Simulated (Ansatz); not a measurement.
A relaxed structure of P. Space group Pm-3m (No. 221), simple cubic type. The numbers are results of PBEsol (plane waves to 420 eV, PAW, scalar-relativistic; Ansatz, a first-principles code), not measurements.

```cif
data_P
_chemical_formula_sum 'P1'
_space_group_name_H-M_alt 'Pm-3m'
_space_group_IT_number 221
_space_group_name_Hall '-P 4 2 3'
_cell_length_a 2.42058
_cell_length_b 2.42058
_cell_length_c 2.42058
_cell_angle_alpha 90.000
_cell_angle_beta 90.000
_cell_angle_gamma 90.000
loop_
_atom_site_label
_atom_site_type_symbol
_atom_site_symmetry_multiplicity
_atom_site_Wyckoff_symbol
_atom_site_fract_x
_atom_site_fract_y
_atom_site_fract_z
_atom_site_occupancy
P1 P 1 a 0.00000 0.00000 0.00000 1
```

```json
{
 "volume_per_atom": "14.18 Å³",
 "band_gap": "no gap (metallic)",
 "shortest_distances": "P–P 2.42 Å",
 "k-mesh": "19×19×19"
}
```

No spin polarisation in the result. The relaxed primitive cell holds an odd number of electrons. A magnetic state may lie lower.

The run could not lose the symmetry of its start.

The relaxed structure has the type that P is known to take under pressure; here it was relaxed at zero pressure, from a generated start.
